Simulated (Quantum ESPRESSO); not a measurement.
## AlPt6Ta (a guest atom moved from site to site)

A calculation, not a measurement. The program is pw.x of Quantum ESPRESSO 7.5 (plane-wave density functional theory). The cell is made up: eight metal atoms on a face-centred cubic lattice, with elements, volume, strain and displacements drawn at random and not relaxed, so it may be unstable or far from any real phase. PseudoDojo standard norm-conserving files set the functional (PBE unless stated); there is no spin polarisation or spin-orbit coupling, the Fermi-Dirac width of 0.25 eV means electrons at about 2900 K, and the masses in the input are unused placeholders. Heavy elements are run without spin-orbit coupling, which real alloys of them have. A spin test at this wide smearing found no moment, but such smearing suppresses magnetism that the real alloy may have.

The runs move one Al atom among sites that otherwise hold Pt. Cell, positions, cutoff, mesh and smearing stay as in the input of run 1; sites are counted in its order. Stress in the tables is positive in tension.

Input of run 1:

```
&control calculation='scf', pseudo_dir='./dojo.nc.sr.pbe.v0_5.standard.upf', outdir='./o', disk_io='medium', tprnfor=.true., tstress=.true. /
&system ibrav=0, nat=8, ntyp=3, nbnd=79, ecutwfc=84.00895049, nosym=.true., tot_charge=0,
 occupations='smearing', smearing='fd', degauss=0.0183746611
/
&electrons conv_thr=1.470e-08, electron_maxstep=70, mixing_beta=0.5 /
ATOMIC_SPECIES
Al 1.0 Al.upf
Pt 1.0 Pt.upf
Ta 1.0 Ta.upf
CELL_PARAMETERS angstrom
2.0979 4.0939 1.9902
1.9823 -4.1049 2.1277
1.991 0.132 -6.1278
ATOMIC_POSITIONS angstrom
Al -0.0976 0.1225 -0.0336
Pt 2.0926 -1.9834 0.1415
Ta 2.1737 0.0834 -2.0007
Pt 4.0913 -1.8613 -1.9923
Pt 1.9635 -0.0117 2.2341
Pt 2.1202 2.0986 0.0858
Pt 4.1738 0.0685 0.0791
Pt 4.0636 2.0948 -2.0593
K_POINTS automatic
5 5 4 1 1 1
```

| run | elements on sites 1 to 8 | free energy less that of run 1 (eV) | -TS (eV) | pressure (GPa) | stress xx (GPa) | stress yy (GPa) | stress zz (GPa) | stress yz (GPa) | stress xz (GPa) | stress xy (GPa) | iterations |
| --- | --- | --- | --- | --- | --- | --- | --- | --- | --- | --- | --- |
| 1 | Al Pt Ta Pt Pt Pt Pt Pt | 0.000 | -1.060 | -13.23 | 12.87 | 13.63 | 13.20 | -1.67 | 1.91 | 2.07 | 13 |
| 2 | Pt Al Ta Pt Pt Pt Pt Pt | 0.947 | -1.242 | -10.69 | 10.98 | 8.75 | 12.35 | -1.36 | 1.62 | 3.06 | 15 |
| 3 | Pt Pt Ta Al Pt Pt Pt Pt | 0.793 | -1.221 | -12.20 | 11.93 | 10.58 | 14.09 | -1.56 | 1.27 | 2.89 | 15 |
| 4 | Pt Pt Ta Pt Pt Pt Al Pt | 0.639 | -1.162 | -11.70 | 10.38 | 13.66 | 11.04 | -1.35 | -1.08 | 1.74 | 15 |
| 5 | Pt Pt Ta Pt Pt Pt Pt Al | 0.781 | -1.224 | -12.38 | 12.89 | 10.99 | 13.27 | -0.95 | 1.17 | -0.33 | 15 |

Forces Fx Fy Fz (eV/Å):

```
site             run 1              run 2              run 3             run 4             run 5
   1  -0.13 -0.19 0.58   2.12 -0.33 -0.34    1.42 -0.50 0.45   1.58 -0.75 0.46   1.07 -0.02 0.33
   2  -0.02 0.03 -0.32    -0.57 0.09 0.33    0.48 0.17 -1.02   0.23 0.19 -0.83   0.20 0.25 -0.58
   3  -0.39 0.12 -0.12  -0.44 -0.09 -0.02    -2.04 0.52 1.11   -1.14 0.10 0.62  -1.97 -0.29 1.24
   4  -0.36 -0.59 0.43   -0.92 -0.57 1.02   0.81 -0.78 -0.15  -0.65 -0.36 0.90  -0.58 -0.71 0.68
   5  0.51 -0.23 -1.30   0.34 -0.41 -2.00  -0.23 -0.29 -1.03  0.14 -0.21 -1.60  -0.18 0.12 -0.84
   6   0.32 0.00 -0.30   0.43 -0.11 -0.61   0.34 -0.24 -0.36  0.62 -0.36 -0.61  0.84 -0.17 -1.00
   7   -0.15 0.32 0.18    -0.61 0.18 0.72    -0.33 0.02 0.27   -0.13 0.07 0.16   -0.09 0.05 0.44
   8    0.22 0.53 0.85    -0.34 1.24 0.90    -0.45 1.09 0.72   -0.64 1.31 0.89   0.71 0.77 -0.28
```

The sites are displaced and not relaxed, so the energy differences mix bonding between neighbours with strain and are not ordering energies. A rerun of one cell of this series at a higher cutoff and on a denser mesh moved values by no more than 0.004 eV in energy, 0.06 GPa in stress and 0.008 eV/Å in force, and a second program with other atomic files agreed on that cell to 2 % rms in force and 0.5 GPa in pressure.